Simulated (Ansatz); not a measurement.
Ba:
```
CELL_PARAMETERS angstrom
     -2.53554     2.53554     2.53554
      2.53554    -2.53554     2.53554
      2.53554     2.53554    -2.53554
ATOMIC_POSITIONS crystal
  Ba 0.00000 0.00000 0.00000
```

Relaxed with r²SCAN in the plane-wave PAW code Ansatz. Indices refer to the conventional cell of Im-3m, a = 5.0711 Å, b = 5.0711 Å, c = 5.0711 Å, α = 90.00°, β = 90.00°, γ = 90.00°.

**Question.** Simulate the powder diffraction pattern (Cu Kα, λ = 1.54184 Å; lines above 1 %) up to 2θ = 90°.

**Answer.** Simulated powder pattern, Cu Kα, λ = 1.54184 Å (kinematic, ideal powder, no thermal factors, no anomalous dispersion; the 30 strongest lines at most, above 1 %, up to 2θ = 90°):

| 2θ (°) | d (Å) | I/Imax (%) | hkl |
|---|---|---|---|
| 24.83 | 3.586 | 100 | (110) |
| 35.40 | 2.536 | 20 | (200) |
| 43.72 | 2.070 | 44 | (211) |
| 50.93 | 1.793 | 14 | (220) |
| 57.47 | 1.604 | 19 | (310) |
| 63.56 | 1.464 | 4.7 | (222) |
| 69.34 | 1.355 | 22 | (321) |
| 74.90 | 1.268 | 2.2 | (400) |
| 80.33 | 1.195 | 11 | (411)+(330) |
| 85.67 | 1.134 | 6.5 | (420) |

The cell was relaxed with r²SCAN under the symmetry of its start; phonons on a q-mesh show no instability. Spin–orbit coupling is left out wherever it is not named.

Potentials: the later of the program's two PAW sets.
